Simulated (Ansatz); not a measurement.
Ge (β-Sn type, I4_1/amd) under volume change, LDA (plane waves, PAW; program Ansatz), shape and atoms relaxed at each volume.

| V (Å³/atom) | E − E(relaxed) (meV/atom) | P (GPa) |
|---|---|---|
| 16.280 | 45.9 | 9.99 |
| 16.817 | ? | ? |
| 17.353 | 4.5 | 2.77 |
| 17.890 | 0.0 | 0.00 |
| 18.427 | ? | ? |
| 18.963 | 15.1 | -4.25 |
| 19.500 | 32.1 | -5.88 |

Q: Some entries are withheld; supply them.

A: 
- 18.427, E − E(relaxed) (meV/atom): 4.0
- 18.427, P (GPa): -2.32
- 16.817, E − E(relaxed) (meV/atom): 19.2
- 16.817, P (GPa): 6.08

Q: What does a third-order Birch–Murnaghan fit give for V₀, B₀ and B′?

A: V₀ = 17.89 Å³/atom, B₀ = 84.2 GPa, B′ = 4.9.

This is a known high-pressure phase of the composition, computed here at zero pressure and temperature. Symmetry was held in the LDA relaxation; whether a distortion lowers the energy is not shown.

Potentials: the earlier of the program's two PAW sets. The files were generated under PBE; for other functionals the program regenerates the frozen cores, and for LDA and PBEsol the local potential too.
